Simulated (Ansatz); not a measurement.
Clean, relaxed (001) surface of Pb, space group P6_3/mmc (No. 194) (top face towards +c; atoms held fixed, by place in the list: 1, 2):

```xyz
4
Lattice="3.4722 0.0000 0.0000 -1.7361 3.0070 0.0000 0.0000 0.0000 25.5908" Properties=species:S:1:pos:R:3 pbc="T T T"
Pb    1.7361    1.0023    8.5000
Pb    0.0000    2.0047   11.3636
Pb    1.7361    1.0023   14.3103
Pb    0.0000    2.0047   16.9960
```

Computed with DFT PBEsol, scalar-relativistic, plane waves, PAW in Ansatz 0.2.0. Cutoff 420 eV; k points 9×9×1 on the computed 4-atom cell (Γ-centred); Gaussian smearing, width 0.10 eV; no spin polarisation. The cell repeats along c with a dipole correction in the vacuum.

CO is adsorbed on the top face, one adsorbate per 10.4 Å², and relaxed from 3 starting sites (fractions of a and b). The adsorption energy is E(slab + adsorbate) − E(slab) − E(free adsorbate, spin-polarised where open-shell). Heights count from the highest slab atom after relaxation. With the adsorbate the cell is lengthened along c to keep the vacuum.

```
                            start ends at E_ads (eV) height (Å)
         top (Pb) at (0.33, 0.67) not bound        0.01        3.52
hollow (Pb-Pb-Pb) at (0.00, 0.00) not bound        0.01        3.41
   bridge (Pb-Pb) at (0.83, 0.67) not bound       -0.01        3.21
```

It doesn't bind at this level of theory (ends above -0.1 eV count as unbound; no dispersion correction).

Each end is the local minimum or symmetric point that its start leads to. This isn't the usual crystal structure of Pb.